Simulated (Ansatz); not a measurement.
Question: Each is relaxed and computed with DFT-r²SCAN in the program Ansatz with PAW potentials. Which is the only one with a gap?
A) YAlSi, Cmcm (Y on 4c, Al on 4a, Si on 4c)
B) YSiNi4, Cmmm (Y on 2a, Si on 2c, Ni on 4i, Ni on 4f)
C) YZnSi, P-6m2 (Y on 1a, Zn on 1d, Si on 1f)
D) YSbO4, P-1 (Pearson symbol aP24)

Answer: D, YSbO4, P-1 (Pearson symbol aP24). YSbO4: gap 3.32 eV (indirect); YSiNi4: metal; YAlSi: metal; YZnSi: metal. Standing as an ambient phase not checked: YSbO4, P-1 (Pearson symbol aP24); YSiNi4, Cmmm (Y on 2a, Si on 2c, Ni on 4i, Ni on 4f); YAlSi, Cmcm (Y on 4c, Al on 4a, Si on 4c); YZnSi, P-6m2 (Y on 1a, Zn on 1d, Si on 1f). Perhaps ordered models of mixed-site phases: YSbO4, P-1 (Pearson symbol aP24); YZnSi, P-6m2 (Y on 1a, Zn on 1d, Si on 1f). All cells were relaxed under the symmetry of their starts (and spin orders); stability against distortions was not tested throughout. Rows with no word on spin ran without spin polarisation. Spin–orbit coupling is left out wherever it is not named.

Potentials: the later of the program's two PAW sets.
